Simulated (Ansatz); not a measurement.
An element in the sc structure gives these cold pressures by all-electron LAPW under PBEsol (Ansatz 0.2.0, scalar-relativistic, no spin polarisation).

```json
{"V (Å³/atom)": "15.27", "P (GPa)": "0.02"}
{"V (Å³/atom)": "14.51", "P (GPa)": "14.30"}
{"V (Å³/atom)": "12.98", "P (GPa)": "58.6"}
{"V (Å³/atom)": "11.45", "P (GPa)": "138.0"}
{"V (Å³/atom)": "9.93", "P (GPa)": "284.5"}
{"V (Å³/atom)": "8.40", "P (GPa)": "570.4"}
{"V (Å³/atom)": "6.87", "P (GPa)": "1185"}
{"V (Å³/atom)": "6.11", "P (GPa)": "1759"}
```

(1) Which element is it?

## Answers

(1) Ru. Its zero-pressure volume in this structure is near 15.3 Å³/atom; the volume and the steepness of P(V) together point to it, though neighbours can come close. This is the case that was computed; others weren't tested.
